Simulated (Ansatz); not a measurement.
CaO:
```
CaO
1.0
    0.00000     2.38337     2.38337
    2.38337     0.00000     2.38337
    2.38337     2.38337     0.00000
Ca O
1 1
Direct
  0.00000   0.00000   0.00000
  0.50000   0.50000   0.50000
```

Relaxed with PBEsol. PBEsol in the plane-wave PAW code Ansatz gives a gap of 3.54 eV.

Q: What gap does HSE06 give on the same cell (Ansatz, PAW)?

A: 5.31 eV, 1.77 eV more. The hybrid was solved on a coarser mesh and at special points; the gap given is the minimum over both.

| k | v1 PBEsol | c1 PBEsol | v1 HSE06 | c1 HSE06 |
|---|---|---|---|---|
| Γ | 0.00 | 4.78 | … | … |
| X | -0.37 | 3.54 | -0.42 | 5.31 |
| L | -1.26 | 7.14 | … | … |
| W | -1.08 | 6.34 | … | … |
| K | -0.81 | 5.11 | … | … |

Q: Top valence (v1) and lowest conduction level (c1) in eV from each method's valence maximum (which need not be a listed point): supply the withheld HSE06 values.

A: 
- L, v1 HSE06: -1.30
- L, c1 HSE06: 9.17
- Γ, v1 HSE06: 0.00
- Γ, c1 HSE06: 6.47
- K, v1 HSE06: -0.86
- K, c1 HSE06: 6.95
- W, v1 HSE06: -1.14
- W, c1 HSE06: 8.28

Cost on shared cores: the PBEsol run (SCF on a 10×10×10 mesh, then bands and DOS) around 6 core-seconds (rough), the HSE06 run (SCF on 7×7×7, then a few points) roughly 40 core-seconds; the tasks are unlike.

Space group Fm-3m (rock salt). Symmetry was held in the PBEsol relaxation. The volume moved by -56 % from the start of the relaxation.

Potentials: the earlier of the program's two PAW sets. The files were generated under PBE; for other functionals the program regenerates the frozen cores, and for LDA and PBEsol the local potential too.
